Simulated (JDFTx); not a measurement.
## Au(111) as an electrode

```json
{
 "surface": "Au(111)",
 "bulk": "Au, Fm-3m, lattice of mp-81 (not re-optimised)",
 "slab": "3 atoms in 3 planes, 1x1, 4.8 Å between the outermost planes",
 "in-plane cell": "2.950 × 2.950 Å, 7.53 Å²",
 "cell_height": "20.8 Å",
 "sampling": "8×8×1 k mesh, Fermi smearing 0.01 Ha, no spin polarisation"
}
```

Method: PBE, GBRV ultrasoft potentials, plane waves to 20/100 Ha, in a modified build of JDFTx. Outer atoms relaxed in vacuum, keeping the start's symmetry. The same nuclei were then put into each liquid, at zero charge and at set potentials or charges. This is a symmetric, unreconstructed model surface, and the continuum liquid cannot react with it. The electron chemical potential μ is absolute (zero in the bulk liquid) and is turned into a potential by U = −μ/e − 4.44 V vs SHE, a convention. Convergence in thickness and k mesh wasn't tested for this slab.

In vacuum the work function is 5.23 eV, which would put the uncharged electrode at 0.79 V vs SHE if the liquid did nothing. Each liquid moves the Fermi level of the neutral slab, now counted from the bulk liquid: linear PCM (GLSSA13), water, 2 M NaCl by 0.21 eV, to a potential of zero charge of 0.58 V; SCCS (g09 parameters), water, 2 M NaCl by 0.10 eV, to a potential of zero charge of 0.69 V; CANDLE, water, 2 M NaCl by 0.27 eV, to a potential of zero charge of 0.52 V. The models of water differ by 0.17 V among themselves.

Charging:

```json
[
 {"liquid": "linear PCM (GLSSA13), water", "U − U_pzc (V)": "-0.65", "σ (μC/cm²)": "-8.0", "σ/(U − U_pzc) (μF/cm²)": "12", "Δγ (mJ/m²)": "-26"},
 {"liquid": "linear PCM (GLSSA13), water", "U − U_pzc (V)": "-0.48", "σ (μC/cm²)": "-6.0", "σ/(U − U_pzc) (μF/cm²)": "13", "Δγ (mJ/m²)": "-15"},
 {"liquid": "linear PCM (GLSSA13), water", "U − U_pzc (V)": "-0.13", "σ (μC/cm²)": "-1.7", "σ/(U − U_pzc) (μF/cm²)": "13", "Δγ (mJ/m²)": "-1"},
 {"liquid": "linear PCM (GLSSA13), water", "U − U_pzc (V)": "0.32", "σ (μC/cm²)": "4.3", "σ/(U − U_pzc) (μF/cm²)": "13", "Δγ (mJ/m²)": "-7"},
 {"liquid": "linear PCM (GLSSA13), water", "U − U_pzc (V)": "0.52", "σ (μC/cm²)": "7.2", "σ/(U − U_pzc) (μF/cm²)": "14", "Δγ (mJ/m²)": "-18"},
 {"liquid": "linear PCM (GLSSA13), water", "U − U_pzc (V)": "0.92", "σ (μC/cm²)": "13.3", "σ/(U − U_pzc) (μF/cm²)": "14", "Δγ (mJ/m²)": "-59"},
 {"liquid": "SCCS (g09 parameters), water", "U − U_pzc (V)": "-0.39", "σ (μC/cm²)": "-3.7", "σ/(U − U_pzc) (μF/cm²)": "9", "Δγ (mJ/m²)": "-7"},
 {"liquid": "SCCS (g09 parameters), water", "U − U_pzc (V)": "-0.19", "σ (μC/cm²)": "-1.8", "σ/(U − U_pzc) (μF/cm²)": "10", "Δγ (mJ/m²)": "-2"},
 {"liquid": "CANDLE, water", "U − U_pzc (V)": "0.58", "σ (μC/cm²)": "6.5", "σ/(U − U_pzc) (μF/cm²)": "11", "Δγ (mJ/m²)": "-19"}
]
```

The mean capacitance runs from 9 to 14 μF/cm². Δγ, the grand free energy per area against the neutral surface, is negative throughout, since charging at a held potential lowers it. The cavity function reaches one half at 2.5 Å (linear PCM (GLSSA13), water), 2.7 Å (SCCS (g09 parameters), water), 3.1 Å (CANDLE, water) above the top atoms; the models define their cavities differently. CANDLE's negatively charged runs are left out, as they depend on the cell height. No specific adsorption of ions or solvent is in these numbers.
